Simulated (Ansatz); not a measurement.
Nb₃Sn (A15 (Cr3Si type), Pm-3n) at seven volumes, plane-wave PAW LDA (Ansatz code), scaled uniformly. One row is withheld.

```json
[
 {"V (Å³/atom)": "16.187", "P (GPa)": "21.27"},
 {"V (Å³/atom)": "16.720", "P (GPa)": "13.04"},
 {"V (Å³/atom)": "17.254", "P (GPa)": "6.01"},
 {"V (Å³/atom)": "17.788", "P (GPa)": "0.00"},
 {"V (Å³/atom)": "18.321", "P (GPa)": "-5.15"},
 {"V (Å³/atom)": "18.855", "P (GPa)": "?"},
 {"V (Å³/atom)": "19.389", "P (GPa)": "-13.32"}
]
```

Q: Fit the shown pressures and predict the withheld one.

A: Third-order Birch–Murnaghan: P = (3/2)B₀(x^(7/2) − x^(5/2))[1 + (3/4)(B′ − 4)(x − 1)] with x = (V₀/V)^(2/3). Least squares on the six rows gives V₀ = 17.787 Å³/atom, B₀ = 185.1 GPa, B′ = 4.19. At V = 18.855, x = 0.9619 and P = -9.55 GPa. The run itself gave -9.55 GPa.

Symmetry was held in the LDA relaxation. No spin polarisation was allowed. Scalar-relativistic: spin–orbit coupling is off unless named, which matters more the heavier the elements.

Potentials: the later of the program's two PAW sets.
